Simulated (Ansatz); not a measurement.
Input, command and steps of an Ansatz relaxation.

```yaml
crystal:
  lattice:
    - [4.8897069601, 0.0, 0.0]
    - [0.0, 3.657770186, 0.0]
    - [0.0, 0.0, 6.9364618753]
  atoms:
    - { symbol: Si, position: [0.2895154919, 0.75, 0.6144370487] }
    - { symbol: Si, position: [0.7104845081, 0.25, 0.3855629513] }
    - { symbol: Si, position: [0.2104845081, 0.25, 0.1144370487] }
    - { symbol: Si, position: [0.7895154919, 0.75, 0.8855629513] }
    - { symbol: Ni, position: [0.9578826582, 0.75, 0.205554906] }
    - { symbol: Ni, position: [0.0421173418, 0.25, 0.794445094] }
    - { symbol: Ni, position: [0.5421173418, 0.25, 0.705554906] }
    - { symbol: Ni, position: [0.4578826582, 0.75, 0.294445094] }
    - { symbol: Ni, position: [0.8295966257, 0.75, 0.5600522281] }
    - { symbol: Ni, position: [0.1704033743, 0.25, 0.4399477719] }
    - { symbol: Ni, position: [0.6704033743, 0.25, 0.0600522281] }
    - { symbol: Ni, position: [0.3295966257, 0.75, 0.9399477719] }
basis:
  ecutwfc: 500
kpoints:
  mp_grid: { grid: [8, 10, 6] }
hamiltonian:
  xc: r2scan
scf:
  occupations: { method: gaussian, width: 0.1 }
output:
  forces: true
  stress: true
  eigenvalues: true
relax:
  adjacent_minimum: "off"
  f_tol: 0.01
  max_steps: 30
  cell: { stress_tol: 0.1, fix: [volume] }
```

```bash
ansatz run input.yaml --threads 4 --pin off --max-ram 10240MiB --backend cpu --events-out ev --progress --plain --runs-dir out
```

These are results of Ansatz 0.2.0, DFT r2SCAN, scalar-relativistic, plane waves, PAW, not measurements.

The volume is held at 0.97 times that of the relaxed cell.

Of 6 frames 5 are shown, positions in Å and forces in eV/Å; the SCF threshold varies from step to step. Steps run on the plane waves of an earlier cell, with a Pulay correction in the pressure. The basis is chosen afresh for the last frame, the zero of the energies, and at times for earlier ones too; energy and pressure can step there, also at an unchanged geometry. Where two frames share a geometry here, they differ by under 2 meV/atom and 0.3 GPa. Spin polarisation was left out; whether the Ni atoms would carry moments isn't shown by this run.

```xyz
12
Lattice="4.8897 0.0000 0.0000 0.0000 3.6578 0.0000 0.0000 0.0000 6.9365" Properties=species:S:1:pos:R:3:forces:R:3 pbc="T T T" step=1 free_energy_over_end_meV_per_atom=0.55 pressure_GPa=7.43
Si    1.4156    2.7433    4.2620    0.0498    0.0000    0.0000
Si    3.4741    0.9144    2.6744   -0.0498    0.0000    0.0000
Si    1.0292    0.9144    0.7938   -0.0498    0.0000    0.0000
Si    3.8605    2.7433    6.1427    0.0498    0.0000    0.0000
Ni    4.6838    2.7433    1.4258   -0.0227    0.0000    0.0670
Ni    0.2059    0.9144    5.5106    0.0227    0.0000   -0.0670
Ni    2.6508    0.9144    4.8941    0.0227    0.0000    0.0670
Ni    2.2389    2.7433    2.0424   -0.0227    0.0000   -0.0670
Ni    4.0565    2.7433    3.8848   -0.0092    0.0000    0.0019
Ni    0.8332    0.9144    3.0517    0.0092    0.0000   -0.0019
Ni    3.2781    0.9144    0.4165    0.0092    0.0000    0.0019
Ni    1.6116    2.7433    6.5199   -0.0092    0.0000   -0.0019
12
Lattice="4.8846 0.0000 0.0000 0.0000 3.6606 0.0000 0.0000 0.0000 6.9383" Properties=species:S:1:pos:R:3:forces:R:3 pbc="T T T" step=2 free_energy_over_end_meV_per_atom=0.38 pressure_GPa=7.33
Si    1.4173    2.7455    4.2624    0.0473    0.0000   -0.0053
Si    3.4673    0.9152    2.6759   -0.0473    0.0000    0.0053
Si    1.0250    0.9152    0.7933   -0.0473    0.0000   -0.0053
Si    3.8596    2.7455    6.1450    0.0473    0.0000    0.0053
Ni    4.6769    2.7455    1.4292   -0.0138    0.0000    0.0495
Ni    0.2077    0.9152    5.5091    0.0138    0.0000   -0.0495
Ni    2.6500    0.9152    4.8983    0.0138    0.0000    0.0495
Ni    2.2346    2.7455    2.0400   -0.0138    0.0000   -0.0495
Ni    4.0520    2.7455    3.8859   -0.0150    0.0000   -0.0015
Ni    0.8326    0.9152    3.0524    0.0150    0.0000    0.0015
Ni    3.2749    0.9152    0.4168    0.0150    0.0000   -0.0015
Ni    1.6097    2.7455    6.5216   -0.0150    0.0000    0.0015
12
Lattice="4.8581 0.0000 0.0000 0.0000 3.6682 0.0000 0.0000 0.0000 6.9618" Properties=species:S:1:pos:R:3:forces:R:3 pbc="T T T" step=3 free_energy_over_end_meV_per_atom=0.06 pressure_GPa=6.82
Si    1.4320    2.7511    4.2690   -0.0328    0.0000    0.0217
Si    3.4261    0.9170    2.6928    0.0328    0.0000   -0.0217
Si    0.9970    0.9170    0.7881    0.0328    0.0000    0.0217
Si    3.8611    2.7511    6.1737   -0.0328    0.0000   -0.0217
Ni    4.6446    2.7511    1.4492   -0.0030    0.0000    0.0157
Ni    0.2135    0.9170    5.5125    0.0030    0.0000   -0.0157
Ni    2.6426    0.9170    4.9301    0.0030    0.0000    0.0157
Ni    2.2155    2.7511    2.0316   -0.0030    0.0000   -0.0157
Ni    4.0247    2.7511    3.8981    0.0208    0.0000    0.0304
Ni    0.8334    0.9170    3.0637   -0.0208    0.0000   -0.0304
Ni    3.2625    0.9170    0.4172   -0.0208    0.0000    0.0304
Ni    1.5956    2.7511    6.5446    0.0208    0.0000   -0.0304
12
Lattice="4.8603 0.0000 0.0000 0.0000 3.6711 0.0000 0.0000 0.0000 6.9530" Properties=species:S:1:pos:R:3:forces:R:3 pbc="T T T" step=4 free_energy_over_end_meV_per_atom=0.01 pressure_GPa=6.87
Si    1.4270    2.7534    4.2628    0.0002    0.0000    0.0001
Si    3.4333    0.9178    2.6902   -0.0002    0.0000   -0.0001
Si    1.0031    0.9178    0.7863   -0.0002    0.0000    0.0001
Si    3.8572    2.7534    6.1667    0.0002    0.0000   -0.0001
Ni    4.6506    2.7534    1.4475   -0.0055    0.0000    0.0029
Ni    0.2097    0.9178    5.5054    0.0055    0.0000   -0.0029
Ni    2.6399    0.9178    4.9240    0.0055    0.0000    0.0029
Ni    2.2204    2.7534    2.0290   -0.0055    0.0000   -0.0029
Ni    4.0263    2.7534    3.8970    0.0035    0.0000   -0.0102
Ni    0.8340    0.9178    3.0559   -0.0035    0.0000    0.0102
Ni    3.2642    0.9178    0.4206   -0.0035    0.0000   -0.0102
Ni    1.5962    2.7534    6.5324    0.0035    0.0000    0.0102
12
Lattice="4.8614 0.0000 0.0000 0.0000 3.6700 0.0000 0.0000 0.0000 6.9535" Properties=species:S:1:pos:R:3:forces:R:3 pbc="T T T" step=6 free_energy_over_end_meV_per_atom=0.00 pressure_GPa=6.88
Si    1.4276    2.7525    4.2644    0.0004    0.0000    0.0005
Si    3.4338    0.9175    2.6891   -0.0004    0.0000   -0.0005
Si    1.0031    0.9175    0.7876   -0.0004    0.0000    0.0005
Si    3.8583    2.7525    6.1659    0.0004    0.0000   -0.0005
Ni    4.6499    2.7525    1.4472    0.0003    0.0000   -0.0013
Ni    0.2115    0.9175    5.5064   -0.0003    0.0000    0.0013
Ni    2.6422    0.9175    4.9240   -0.0003    0.0000   -0.0013
Ni    2.2192    2.7525    2.0296    0.0003    0.0000    0.0013
Ni    4.0281    2.7525    3.8960   -0.0001    0.0000    0.0000
Ni    0.8333    0.9175    3.0576    0.0001    0.0000    0.0000
Ni    3.2640    0.9175    0.4192    0.0001    0.0000    0.0000
Ni    1.5974    2.7525    6.5343   -0.0001    0.0000    0.0000
```

Time: 11 min on 4 threads of AMD EPYC (Zen 3), with other jobs on the host, peak memory 1.7 GiB.